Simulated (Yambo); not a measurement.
```xyz
8
Lattice="3.6970 0.0000 0.0000 -1.8485 3.2017 0.0000 0.0000 0.0000 10.1849" Properties=species:S:1:pos:R:3 pbc="T T T"
H      0.0000     0.0000     3.2302
H      0.0000     0.0000     8.3227
O      0.0000     0.0000     4.2034
O      0.0000     0.0000     9.2959
Cl     1.8485     1.0672     1.6133
Cl     0.0000     2.1345     6.7057
Cd     1.8485     1.0672     5.0041
Cd     0.0000     2.1345    10.0966
```

CdClOH (space group P6_3mc, No. 186): mean Im ε in 1 eV windows above the direct gap of 4.38 eV, for different electron-hole kernels (Yambo, broadening 0.15 eV, norm-conserving PBEsol (Quantum ESPRESSO, 102 Ry, no spin-orbit coupling) bands; 6×6×2 mesh, 20 valence and 6 conduction bands, static screening with 80 bands and a 3 Ry block, scissor 1.99 eV, Tamm-Dancoff; field along x).

```
window (eV)  independent quasiparticles  RPA (no attraction)  BSE
-----------  --------------------------  -------------------  ---
4.4 to 5.4                          0.6                  0.5  2.3
5.4 to 6.4                          1.2                  1.1  3.5
6.4 to 7.4                          2.0                  1.7  4.0
7.4 to 8.4                          3.0                  2.5  4.0
8.4 to 9.4                          4.5                  4.0  2.5
9.4 to 10.4                         4.1                  4.3  1.8
```

This run doesn't resolve bound excitons or single peaks, so only averages are given, and they too depend on the mesh; weight that the attraction moves below the gap isn't listed. All transitions below 10.95 eV are in the band window. The scissor comes from a G0W0 run whose convergence isn't established.

Spin-orbit splittings are left out.

Geometry relaxed with PBE+D3(BJ).
